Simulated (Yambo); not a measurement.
Data:

```
RbBr
1.0
    4.07168     0.00000     0.00000
    0.00000     4.07168     0.00000
    0.00000     0.00000     4.07168
Br Rb
1 1
Direct
  0.50000   0.50000   0.50000
  0.00000   0.00000   0.00000
```

Workflow: norm-conserving PBEsol (Quantum ESPRESSO, 46 Ry, without SOC), then G0W0 in Yambo (4×4×4 Γ-centred k mesh, 155 bands and a 10 Ry block in the screening, 155 bands in G with the Bruneval-Gonze terminator, plasmon pole fitted at 27.2 eV).

**Question.** Give the PBEsol and G0W0 gaps between the band edges found on this mesh, and say where the edges lie.

**Answer.** Edges: M → Γ. PBEsol: 4.04 eV; G0W0: 6.49 eV. Nearest settings tried, and what they do to the gap: 8 Ry block (179 vectors against 257): -49 meV. Not varied: bands in G, bands in W, mesh. So the settings aren't converged at that level. Spin-orbit splittings are left out.

Geometry relaxed with PBEsol.

This is not the ordinary phase of the substance; no match was found in the copy of COD used, and its stability was not checked.
